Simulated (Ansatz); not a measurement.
Input and command of a calculation in Ansatz (plane waves; scalar-relativistic PAW potentials unless the input names others):

```yaml
crystal:
  lattice:
    - [4.4797587074, 0.0, 0.0]
    - [0.0, 4.4797587074, 0.0]
    - [0.0, 0.0, 2.9352915629]
  atoms:
    - { symbol: Ti, position: [0.0, 0.0, 0.0] }
    - { symbol: Ti, position: [0.5, 0.5, 0.5] }
    - { symbol: O, position: [0.3038218722, 0.3038218722, 0.0] }
    - { symbol: O, position: [0.1961781278, 0.8038218722, 0.5] }
    - { symbol: O, position: [0.6961781278, 0.6961781278, 0.0] }
    - { symbol: O, position: [0.8038218722, 0.1961781278, 0.5] }
basis:
  ecutwfc: 420
kpoints:
  mp_grid: { grid: [6, 6, 10] }
hamiltonian:
  xc: pbe
  hubbard: { sites: [{ species: Ti, l: d, u_eff: 4.0 }] }
scf:
  OCCUPATIONS: { method: gaussian, width: 0.02 }
  max_iter: 100
output:
  forces: true
  eigenvalues: true
  stress: true
relax:
  adjacent_minimum: "off"
  f_tol: 0.01
  max_steps: 30
  cell: { stress_tol: 0.1, fix: [volume] }
```

```bash
ansatz run input.yaml --threads 2 --pin off --max-ram 5120MiB --backend cpu --events-out ev --progress --plain --runs-dir out
```

Problem. Will this input run?

Solution. The program refuses it, because of a misspelt key (the key scf.occupations typed as OCCUPATIONS). With the key spelt rightly it is accepted.

Abridged log:
```
Error: YAML parse error: error: line 21 column 3: unknown field `OCCUPATIONS`, expected one of max_iter, algorithm, n_extra_bands, self_checks, convergence, lower_state_search, omitted_lower_state_checks, lower_solution_reach, mixing, occupations, eigensolver, initial_density, exx
  --> <input>:21:3
   |
19 |   hubbard: { sites: [{ species: Ti, l: d, u_eff: 4.0 }] }
20 | scf:
21 |   OCCUPATIONS: { method: gaussian, width: 0.02 }
   |   ^ unknown field `OCCUPATIONS`, expected one of max_iter, algorithm, n_extra_bands, self_checks, convergence, lower_state_search, omitted_lower_state_checks, lower_solution_reach, mixing, occupations, eigensolver, initial_density, exx
22 |   max_iter: 100
23 | output:
   |
```